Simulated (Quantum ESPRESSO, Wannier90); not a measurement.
# Tight-binding from DFT: Ca₃SnO (anti-perovskite)

Cell from Materials Project (mp-29241), symmetrised, no further relaxation. COD (Crystallography Open Database) has an entry of this formula and space group (matched by these alone). Method: PBEsol plane waves in Quantum ESPRESSO 7.5 (PseudoDojo norm-conserving files, 68 Ry, no spin polarisation, no spin-orbit coupling), Bloch states on a 4×4×4 mesh through Γ, Wannier90 4.0.1. Density: 6×6×6 mesh, cold smearing 0.01 Ry. Spin-orbit coupling is left out although heavy elements are present.

On the energy scale of pw.x, whose zero is arbitrary, the Fermi level lies at 9.46 eV.

Input w.win:

```
num_bands = 1
num_wann = 1
exclude_bands = 1-18,20-57
num_iter = 1000
conv_tol = 1.0e-6
conv_window = 4
write_hr = true
write_u_matrices = true
auto_projections = true
begin unit_cell_cart
ang
    4.8264900000    0.0000000000    0.0000000000
    0.0000000000    4.8264900000    0.0000000000
    0.0000000000    0.0000000000    4.8264900000
end unit_cell_cart
begin atoms_frac
Ca   0.5000000000  0.0000000000  0.5000000000
Ca   0.0000000000  0.5000000000  0.5000000000
Ca   0.5000000000  0.5000000000  0.0000000000
Sn   0.0000000000  0.0000000000  0.0000000000
O    0.5000000000  0.5000000000  0.5000000000
end atoms_frac
mp_grid = 4 4 4
begin kpoints
0.0000000000 0.0000000000 0.0000000000
0.0000000000 0.0000000000 0.2500000000
0.0000000000 0.0000000000 0.5000000000
... (61 more lines: the 4x4x4 mesh through Gamma)
end kpoints
```

Input of pw2wannier90.x that gives the overlap and projection files (equivalent; here they were cut from one run over all bands):

```
&inputpp
  outdir = './out'
  prefix = 'pwscf'
  seedname = 'w'
  write_amn = .true.
  write_mmn = .true.
  atom_proj = .true.
  atom_proj_exclude = 1 2 3 4 5 6 7 8 9 10 11 12 13 14 15 16 17 18 19 20 22 23 24 25 26 27 28
/
```

Output w.wout (banner and timings cut):

```
                                    ------
                                    SYSTEM
                                    ------

                              Lattice Vectors (Ang)
                    a_1     4.826490   0.000000   0.000000
                    a_2     0.000000   4.826490   0.000000
                    a_3     0.000000   0.000000   4.826490

                   Unit Cell Volume:     112.43311  (Ang^3)

                        Reciprocal-Space Vectors (Ang^-1)
                    b_1     1.301813   0.000000   0.000000
                    b_2     0.000000   1.301813   0.000000
                    b_3     0.000000   0.000000   1.301813

 *----------------------------------------------------------------------------*
 |   Site       Fractional Coordinate          Cartesian Coordinate (Ang)     |
 +----------------------------------------------------------------------------+
 | ca   1   0.50000   0.00000   0.50000   |    2.41324   0.00000   2.41324    |
 | ca   2   0.00000   0.50000   0.50000   |    0.00000   2.41324   2.41324    |
 | ca   3   0.50000   0.50000   0.00000   |    2.41324   2.41324   0.00000    |
 | sn   1   0.00000   0.00000   0.00000   |    0.00000   0.00000   0.00000    |
 | o    1   0.50000   0.50000   0.50000   |    2.41324   2.41324   2.41324    |
 *----------------------------------------------------------------------------*
                                ------------
                                K-POINT GRID
                                ------------

             Grid size =  4 x  4 x  4      Total points =   64

 *---------------------------------- MAIN ------------------------------------*
 |  Number of Wannier Functions               :                 1             |
 |  Number of Objective Wannier Functions     :                 1             |
 |  Number of input Bloch states              :                 1             |
 |  Output verbosity (1=low, 5=high)          :                 1             |
 |  Timing Level (1=low, 5=high)              :                 1             |
 |  Optimisation (0=memory, 3=speed)          :                 3             |
 |  Length Unit                               :               Ang             |
 |  Post-processing setup (write *.nnkp)      :                 F             |
 |  Using Gamma-only branch of algorithms     :                 F             |
 *----------------------------------------------------------------------------*
 *------------------------------- WANNIERISE ---------------------------------*
 |  Total number of iterations                :              1000             |
 |  Number of CG steps before reset           :                 5             |
 |  Trial step length for line search         :             2.000             |
 |  Convergence tolerence                     :         0.100E-05             |
 |  Convergence window                        :                 4             |
 |  Iterations between writing output         :                 1             |
 |  Iterations between backing up to disk     :               100             |
 |  Write r^2_nm to file                      :                 F             |
 |  Write xyz WF centres to file              :                 F             |
 |  Write on-site energies <0n|H|0n> to file  :                 F             |
 |  Use guiding centre to control phases      :                 F             |
 |  Use phases for initial projections        :                 F             |
 *----------------------------------------------------------------------------*
 *-------------------------------- PLOTTING ----------------------------------*
 |  Plotting Hamiltonian in WF basis          :                 T             |
 *----------------------------------------------------------------------------*

       ... (k-mesh section left out)

 Starting a new Wannier90 calculation ...

 Reading overlaps from w.mmn

 Reading projections from w.amn

 *------------------------------- WANNIERISE ---------------------------------*
 +--------------------------------------------------------------------+<-- CONV
 | Iter  Delta Spread     RMS Gradient      Spread (Ang^2)            |<-- CONV
 +--------------------------------------------------------------------+<-- CONV

 ------------------------------------------------------------------------------
 Initial State
  WF centre and spread    1  (  0.000000, -0.000000,  0.000000 )     2.76539541
  Sum of centres and spreads (  0.000000, -0.000000,  0.000000 )     2.76539541

      0     0.277E+01     0.0000000000        2.7653954127  <-- CONV
        O_D=      0.0000000 O_OD=      0.0000000 O_TOT=      2.7653954 <-- SPRD
 ------------------------------------------------------------------------------
      1     0.000E+00     0.0000000001        2.7653954127  <-- CONV
        O_D=      0.0000000 O_OD=      0.0000000 O_TOT=      2.7653954 <-- SPRD
      2     0.000E+00     0.0000000001        2.7653954127  <-- CONV
        O_D=      0.0000000 O_OD=      0.0000000 O_TOT=      2.7653954 <-- SPRD
      3     0.000E+00     0.0000000001        2.7653954127  <-- CONV
        O_D=      0.0000000 O_OD=      0.0000000 O_TOT=      2.7653954 <-- SPRD
      4     0.000E+00     0.0000000001        2.7653954127  <-- CONV
        O_D=      0.0000000 O_OD=      0.0000000 O_TOT=      2.7653954 <-- SPRD
             <<<     Delta < 1.000E-06  over  4 iterations     >>>
             <<< Wannierisation convergence criteria satisfied >>>
 Final State
  WF centre and spread    1  (  0.000000, -0.000000,  0.000000 )     2.76539541
  Sum of centres and spreads (  0.000000, -0.000000,  0.000000 )     2.76539541

         Spreads (Ang^2)       Omega I      =     2.765395413
        ================       Omega D      =     0.000000000
                               Omega OD     =     0.000000000
    Final Spread (Ang^2)       Omega Total  =     2.765395413
```
